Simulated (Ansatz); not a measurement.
# Ni: converged, but where?

Ni is taken as a measured crystal structure (space group Fm-3m, primitive cell doubled), 2 atoms in the cell. Source: COD entry 9012965, which need not be the ambient phase.

Theory: DFT, r2SCAN, PAW, plane waves, scalar-relativistic in Ansatz development build ahead of 0.2.0.

```yaml
crystal:
  lattice:
    - [0.0, 1.7585, 1.7585]
    - [1.7585, 0.0, 1.7585]
    - [3.517, 3.517, 0.0]
  atoms:
    - { symbol: Ni, position: [0.0, 0.0, 0.0], spin: 0.8 }
    - { symbol: Ni, position: [0.0, 0.0, 0.5], spin: -0.8 }
magnetization:
  spin_polarized: true
hamiltonian:
  xc: r2scan
  pseudopotentials: { kind: paw }
basis:
  ecutwfc: 500
kpoints:
  mp_grid: { grid: [12, 12, 6] }
scf:
  occupations: { method: fermi_dirac, width: 0.1 }
  lower_state_search: "off"
output:
  forces: true
  stress: true
```

Launched as:
```sh
ansatz run input.yaml --threads 2 --pin off --max-ram 5120MiB --backend cpu --events-out ev --progress --plain --runs-dir out
```

It took 7.6 s on 2 threads of Arm Neoverse V2 (shared host), peak memory 0.43 GiB.

The end of the output:

```
SCF converged after 20 iterations
Magnetization: 0.0000 μB (18.0000 up, 18.0000 down)
Absolute magnetization: 1.0044 μB (∫|ρ↑−ρ↓|, with the PAW one-centre terms)
Spin contamination: 0.3757 ħ² per cell (⟨S²⟩ above its minimum at these occupations)
Per-site moments (μB) at R_I (Å): [(0.4805, 1.0258), (-0.4805, 1.0258)]
Free energy (F): -11690.433691 eV
Harris-Foulkes:  -11690.433691 eV  (|F-HF|=1.59e-8)
Internal energy: -11690.323356 eV  (E = F + TS)
E sigma→0 (E₀):  -11690.378523 eV
Entropy (-TS):   -0.110335 eV (-55.168 meV/atom)
Fermi energy:    17.856285 eV
--- Forces (eV/Å), atoms counted from 1 ---
  atom   1  Ni    -0.00000000     0.00000000     0.00000000
  atom   2  Ni     0.00000000     0.00000000     0.00000000
--- Stress (GPa, compression-positive) ---
       -7.650602       0.709148      -0.709148
        0.709148      -7.650602      -0.709148
       -0.709148      -0.709148      -7.650602
  P = ⅓ Tr σ = -7.6506 GPa (-76.506 kbar)
```

r2SCAN tends to overstate moments and magnetic energies in itinerant metals.

Site moments are taken inside atomic spheres and don't add up to the total.

Has the SCF ended in the lowest solution? If not, by how much is it too high?

No. A state 88.8 meV/atom (0.178 eV per cell) lower exists in this cell: ferromagnetic, site moments Ni1 0.81, Ni2 0.81 μB, total 1.49 μB per cell, no gap on the k-mesh. It was reached from: parallel moments, default search for lower states [Ni1 2.00, Ni2 2.00 μB]; a moment on one site alone, plain SCF [Ni2 2.00 μB]. The wrong state matters: the pressure is -6.6 GPa there against -7.7 GPa here. This multiple of the primitive cell fits some opposed orders; other multiples fit others. Orders that need a larger cell or non-collinear spins weren't tried.
